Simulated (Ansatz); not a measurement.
## Li₂V₂SiGeO₁₀: Field gradients at the nuclei

The cell is a Materials Project structure (computed, not necessarily an observed phase), atoms as given.

Space group C222 (No. 21); a = 9.0285, b = 9.1086, c = 4.6668 Å.

```csv
site,Wyckoff,site symmetry,x,y,z
Li,4g,.2.,0.5000,0.2601,0.0000
V,4k,..2,0.2500,0.7500,0.6089
Si,2d,222,0.0000,0.0000,0.5000
Ge,2c,222,0.5000,0.0000,0.5000
O7,8l,1,0.3980,0.3931,0.2943
O9,4k,..2,0.2500,0.7500,0.2590
O12,8l,1,0.3940,0.8869,0.7295
```

One atom of each set is listed; the run and its k-mesh use a cell of 16 atoms with edges of 6.41, 6.41, 4.67 Å.

Method: Kohn–Sham DFT in Ansatz, PBE, plane waves and PAW, scalar-relativistic, 420 eV cutoff, Γ-centred 4×4×5 k-points, Fermi–Dirac smearing 0.02 eV.

Conventions: |V_zz| ≥ |V_yy| ≥ |V_xx|, η = (V_xx − V_yy)/V_zz, C_Q = eQV_zz/h.

⁷Li: I = 3/2, Q = -40.10 mb; ⁵¹V: I = 7/2, Q = -52.00 mb; ⁷³Ge: I = 9/2, Q = -196.0 mb; ¹⁷O: I = 5/2, Q = -25.58 mb. Q values from Pyykkö, Mol. Phys. 116, 1328 (2018).

Problem. What field gradients does the calculation give at each kind of site?

Solution. 

```json
{"site": "Li", "atoms": "2", "first shell": "4 O at 2.05–2.07 Å; also 2 O at 2.56 Å", "V_zz (10²¹ V/m²)": "0.27", "η": "0.03", "C_Q (MHz)": "-0.266"}
{"site": "V", "atoms": "2", "first shell": "5 O at 1.63–1.92 Å", "V_zz (10²¹ V/m²)": "3.50", "η": "0.58", "C_Q (MHz)": "-4.40"}
{"site": "Si", "atoms": "1", "first shell": "4 O at 1.65 Å", "V_zz (10²¹ V/m²)": "-1.19", "η": "0.73", "C_Q (MHz)": "–"}
{"site": "Ge", "atoms": "1", "first shell": "4 O at 1.77 Å", "V_zz (10²¹ V/m²)": "-2.37", "η": "0.37", "C_Q (MHz)": "11.2"}
{"site": "O7", "atoms": "4", "first shell": "1 Si at 1.65 Å, 1 V at 1.92 Å, 1 Li at 2.05 Å", "V_zz (10²¹ V/m²)": "7.05", "η": "0.50", "C_Q (MHz)": "-4.36"}
{"site": "O9", "atoms": "2", "first shell": "1 V at 1.63 Å; also 2 Li at 2.56 Å", "V_zz (10²¹ V/m²)": "-0.93", "η": "0.52", "C_Q (MHz)": "0.574"}
{"site": "O12", "atoms": "4", "first shell": "1 Ge at 1.77 Å, 1 V at 1.89 Å, 1 Li at 2.07 Å", "V_zz (10²¹ V/m²)": "9.68", "η": "0.47", "C_Q (MHz)": "-5.99"}
```

At V V_zz points along its shortest bond, to O (within 1°). At O9 V_zz points along its bond to V (within 1°). At O12 V_zz points along its shortest bond, to Ge (within 12°).

Si has no stable isotope with a ground-state quadrupole moment in the table, so no C_Q is given.

The largest force is 1.2 eV/Å, so the atoms aren't at the calculated equilibrium and relaxing them would move these values. With these PAW files V_zz is typically within 2 to 3 % of all-electron values, but misses above 10 % occur on Li.
